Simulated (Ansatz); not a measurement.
Input file for Ansatz (a program for electronic structure):

Ansatz 0.2 input:
```yaml
crystal:
  lattice:
    - [4.6031284871, 0.0, 0.0]
    - [0.0, 4.6031284871, 0.0]
    - [0.0, 0.0, 4.6031284871]
  atoms:
    - { symbol: Cs, position: [0.0, 0.0, 0.0] }
    - { symbol: Ca, position: [0.5, 0.5, 0.5] }
    - { symbol: H, position: [0.5, 0.0, 0.5] }
    - { symbol: H, position: [0.0, 0.5, 0.5] }
    - { symbol: H, position: [0.5, 0.5, 0.0] }
kpoints:
  mp_grid: { grid: [6, 6, 6] }
hamiltonian:
  xc: r2scan
  pseudopotentials: { kind: paw }
scf:
  occupations: { method: fixed }
checkpoint: { read: static.run }
output: { write_density: true, elf: true, volumetric_format: npy }
basis: { fft_grid_basis: typed }
```

Output (shortened):

```
Pseudopotentials: kind: paw
Pseudopotential: Cs, paw, valence charge 9
Pseudopotential: Ca, paw, valence charge 10
Pseudopotential: H, paw, valence charge 1
Functional definition: r2SCAN
Crystal: 5 atoms, lattice volume = 97.535 Å³
Basis set: ecut = 500 eV, 2517 PW (Γ), exchange–correlation on 144×144×144 points (64 copies of the dense FFT grid, shifted against one another)
Bands: 16, of which v1, the nominal top of the filled ones, is band 11 counted from 1 (10 counted from 0)
Symmetry: 48 space group operations
Space group: Pm-3m (ITA 221), of the structure as read, at distance tolerance 4.6e-5 Å
k-points: 20 of 216
PAW frozen core: Cs, regenerated for the run's functional
PAW frozen core: Ca, regenerated for the run's functional
Initial density: read from a saved state, or passed on in memory by an earlier SCF of this step, an earlier step, the calling program or the single point that …
Stability of the state it starts from, as read at its close in the unpolarized treatment …
Initial wavefunctions: pseudopotential atomic-orbital guess
Eigensolver: davidson
Functional: x = r2scan, c = r2scan; τ floored in thin density (d = 2e-4 eV/Å³)
iter 1 solved again at ethr=7.87e-8 eV; its pass at ethr=3.10e-3 eV (dr2=1.73e-5 eV) is discarded
SCF iter   1: F=—  HF=-7557.981351 eV  |F-HF|=—  |Δ(HF+E_count)|=         —  Δρ=5.78e-7  dr2=1.96e-10  dr2_τ=1.60e-11  ethr=7.87e-8  ⟨swp⟩=3.4  Hψ=2498  notcnv=0  defer=51
all-band conjugate gradients solve this SCF's bands
preconditioner: auto → Resta (q_TF=auto, 2.129 Å⁻¹)
SCF iter   2: F=-7557.981351 eV  HF=-7557.981351 eV  |F-HF|=1.82e-12  |Δ(HF+E_count)|=   1.48e-8  Δρ=2.15e-7  dr2=2.39e-11  dr2_τ=3.67e-12  ethr=1.00e-12  ⟨swp⟩=10.9  Hψ=2229  notcnv=0
SCF 1 converged in 2 iterations: F = -7557.981351 eV  dr2 = 2.39e-11
SCF converged after 2 iterations
Free energy (F): -7557.981351 eV
Harris-Foulkes:  -7557.981351 eV  (|F-HF|=1.82e-12)
Internal energy: -7557.981351 eV  (E = F + TS)
E sigma→0 (E₀):  -7557.981351 eV
Fermi energy:    2.762615 eV
--- Per-component energies (eV) ---
  E_band       = -231.885626
  E_kinetic    = 460.705399
  E_local      = -1090.298279  (includes V_loc(G=0)·N_el)
  E_nonlocal   = 96.363758
  E_hartree    = 367.273067
  E_xc         = -327.401421
  E_vxc        = -370.020577  (∫ρ·V_xc dr)
  E_paw        = -5958.437223  (= ΣΔE_a)
  E_vpaw       = -82.788363  (= ΣTr[D̂ρ^β])
  E_aug_tail   = -0.001240  (compensation charges beyond the density's cutoff)
  E_vtau       = 19.607514  (kinetic-family band-sum trace: ∫τ·v_τ [+ j·A + Jᵃ·Aᵃ] dr)
  E_ewald      = -1106.014626
  E_core_change = -0.170786  (= ΣΔE_core)
  E_smearing   =  0.000000  (= −TS)
  E_closure    =  0.000000  (closes the sum)
  Σ components = -7557.981351   (vs F -7557.981351, Δ=0.00e0)
  [band-id]    e_kinetic+e_local+e_nonlocal+2·e_hartree+e_vxc+e_vpaw+e_augmentation_tail+e_vtau = -231.885653   (vs E_band -231.885626, Δ=-2.77e-5)
--- Band table (eV; the first three rows and the last of 20) ---
  k-point 0: bands = ["-37.6134", "-17.9012", "-17.7357", "-17.7357", "-17.7357", "-4.2636", "-4.2636", "-4.2636", "0.1056", "2.1186", "2.1186", "9.0662", "9.0662", "9.0662", "9.8560", "9.8560"]
  k-point 1: bands = ["-37.6132", "-17.9080", "-17.7354", "-17.7354", "-17.7293", "-4.4134", "-4.2551", "-4.2551", "0.3826", "2.1758", "2.2012", "8.9528", "8.9528", "9.1455", "9.3301", "9.9084"]
  k-point 2: bands = ["-37.6128", "-17.9215", "-17.7347", "-17.7347", "-17.7165", "-4.6814", "-4.2381", "-4.2381", "1.0376", "2.2237", "2.2984", "8.5358", "8.7966", "8.7966", "9.2764", "9.3281"]
  k-point 19: bands = ["-37.6111", "-17.8338", "-17.7601", "-17.7601", "-17.7601", "-4.5534", "-4.5534", "-4.5534", "2.1829", "2.1829", "2.1829", "8.0754", "8.0754", "8.0754", "8.6207", "9.4852"]
  band table: 16 of 16 bands, residual norms ≤ 1.0e-3 eV
```

Cost: roughly 6 core-seconds on shared cores.

The workflow started from a Materials Project entry (that database holds measured and hypothetical structures alike); the Crystallography Open Database copy checked does not list it. Its standing as an ambient phase is unchecked. The r²SCAN relaxation kept the symmetry of its start; whether a distortion lowers the energy is not shown. Spin–orbit coupling is left out wherever it is not named.

Potentials: the later of the program's two PAW sets.

Ansatz is a plane-wave DFT program.
